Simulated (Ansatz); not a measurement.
Level of theory: Ansatz 0.2.0, DFT PBE, scalar-relativistic, plane waves, PAW. All cells share a 420 eV cutoff and Γ-centred k meshes spaced at most about 0.3 Å⁻¹ (about 0.25 or finer for metals, 2π included). No spin polarisation in the final relaxations.

All energies are static (0 K, no zero-point motion). All come from trial cells, and lower structures may exist.

**Question.** Order these relaxed structures of Ga4SeS by energy, lowest first, with the energy over the lowest of them.
A.

```
CELL_PARAMETERS angstrom
0.00000 3.95404 3.95404
3.95404 0.00000 3.95404
3.95404 3.95404 0.00000
ATOMIC_POSITIONS crystal
Ga 0.62511 0.62511 0.12468
Ga 0.62511 0.12468 0.62511
Ga 0.12468 0.62511 0.62511
Ga 0.62511 0.62511 0.62511
Se 0.25000 0.25000 0.25000
S 0.00000 0.00000 0.00000
```

B.

```
CELL_PARAMETERS angstrom
0.00000 4.65183 4.65183
4.65183 0.00000 4.65183
4.65183 4.65183 0.00000
ATOMIC_POSITIONS crystal
Ga 0.69530 0.10157 0.10157
Ga 0.10157 0.69530 0.10157
Ga 0.10157 0.10157 0.69530
Ga 0.10157 0.10157 0.10157
Se 0.75000 0.75000 0.75000
S 0.25000 0.25000 0.25000
```

C.

```
CELL_PARAMETERS angstrom
4.37527 0.00000 0.00000
0.00000 4.37527 0.00000
0.00000 0.00000 7.86423
ATOMIC_POSITIONS crystal
Ga 0.00000 0.50000 0.24067
Ga 0.50000 0.00000 0.24067
Ga 0.00000 0.50000 0.75933
Ga 0.50000 0.00000 0.75933
Se 0.00000 0.00000 0.50000
S 0.50000 0.50000 0.00000
```

D.

```
CELL_PARAMETERS angstrom
5.42617 0.00000 0.00000
0.00000 5.42617 0.00000
0.00000 0.00000 15.19246
ATOMIC_POSITIONS crystal
Ga 0.50000 0.50000 0.85068
Ga 0.50000 0.50000 0.14932
Ga 0.50000 0.00000 0.50000
Ga 0.00000 0.50000 0.50000
Se 0.50000 0.50000 0.50000
S 0.50000 0.50000 0.00000
```

**Answer.** C (0 meV/atom), A (174 meV/atom), B (215 meV/atom), D (350 meV/atom). Forms: C P4/mmm; A F-43m; B F-43m; D P4/mmm.

No dispersion correction is applied, so the spacing and binding between layers, chains or molecules are poorly described (P4/mmm at 74.6 Å³/atom), and this can change margins and order among such cells. Cells relaxed within their symmetry can be saddle points. Some structure types and database cells were kept out of the candidates from the start, so a known form may be missing.
